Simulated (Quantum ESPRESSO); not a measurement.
Kohn-Sham bands of Ga2BiAs (P-4m2)

```xyz
4
Lattice="4.3001 0.0000 0.0000 0.0000 4.3001 0.0000 0.0000 0.0000 6.1459" Properties=species:S:1:pos:R:3 pbc="T T T"
Ga     2.1501     0.0000    -1.6856
Ga     0.0000     2.1501     1.6856
Bi     0.0000     0.0000     0.0000
As     2.1501     2.1501     3.0729
```

Materials Project entry mp-1018076; symmetrised, unrelaxed at this level. Not found in the COD (Crystallography Open Database) copy used; not checked further. Level: PBEsol, no spin polarisation, no spin-orbit coupling; pw.x of Quantum ESPRESSO at 68 Ry with PseudoDojo potentials, 6×6×4 k-points, Wannier90. Density: 8×8×6 mesh, cold smearing 0.01 Ry. Spin-orbit coupling is left out although heavy elements are present.

Energies are relative to the Fermi level; weights are on the orthonormalised atomic waves of the pseudopotential files, averaged over the group. 56 electrons a cell are treated as valence.

Question: Into which isolated groups do the bands fall, where do they lie and what are they made of?

Answer: 
| bands | from (eV) | to (eV) | filling | weight on atomic waves |
|---|---|---|---|---|
| 1–5 | -35.71 | -35.68 | filled | As 3d 100 % |
| 6–10 | -22.40 | -22.35 | filled | Bi 5d 100 % |
| 11–20 | -15.08 | -14.96 | filled | Ga 3d 99 % |
| 21–22 | -12.28 | -10.31 | filled | Bi 6s 33 %, As 4s 32 %, Ga 4p 20 % |

No gap over 0.05 eV opens at the Fermi level at this level of theory; semilocal functionals close the gap of some real semiconductors.
